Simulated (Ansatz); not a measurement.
# What internal relaxation does to the elastic constants of KNaF2

Method: Ansatz 0.2.0, DFT PBE, scalar-relativistic, plane waves, PAW. Cutoff 420 eV, 9×9×9 k-points (Γ-centred), fixed occupations. No spin polarisation.

The cell, relaxed at this level:
```yaml
crystal:
  lattice:
    - [1.78332, 1.02960, 5.90595]
    - [-1.78332, 1.02960, 5.90595]
    - [0.00000, -2.05920, 5.90595]
  atoms:
    - { symbol: K, position: [0.50000, 0.50000, 0.50000] }
    - { symbol: Na, position: [0.00000, 0.00000, 0.00000] }
    - { symbol: F, position: [0.73999, 0.73999, 0.73999] }
    - { symbol: F, position: [0.26001, 0.26001, 0.26001] }
```

This structure is a trial: an element of a database structure was replaced and the cell relaxed, so another structure or a mixture of phases may lie lower.

Clamped-ion constants (GPa, Voigt order; atoms follow the strain homogeneously):
C11 = 60.8, C12 = 19.9, C13 = 23.6, C14 = 3.5, C22 = 60.8, C23 = 23.6, C24 = -3.5, C33 = 65.6, C44 = 24.3, C55 = 24.3, C56 = 3.5, C66 = 20.5 GPa; the others vanish.

**Question.** What are the constants once the atoms relax in each strained cell?

**Answer.**
```
56.7 22.7 22.5  1.6  0.0  0.0
22.7 56.7 22.5 -1.6  0.0  0.0
22.5 22.5 63.6  0.0  0.0  0.0
 1.6 -1.6  0.0 23.2  0.0  0.0
 0.0  0.0  0.0  0.0 23.2  1.6
 0.0  0.0  0.0  0.0  1.6 17.0
```
The Voigt shear modulus goes from 21.8 to 20.0 GPa and the Voigt bulk modulus from 35.7 to 34.7 GPa. Relaxation subtracts ΛᵀK⁻¹Λ/V, with Λ the forces that a strain puts on the atoms and K the zone-centre force constants. At a stable cell this can only lower the diagonal constants, and it acts only for strains that share their symmetry with an optical mode; elsewhere, and where the coupling is weak, the constants hardly move.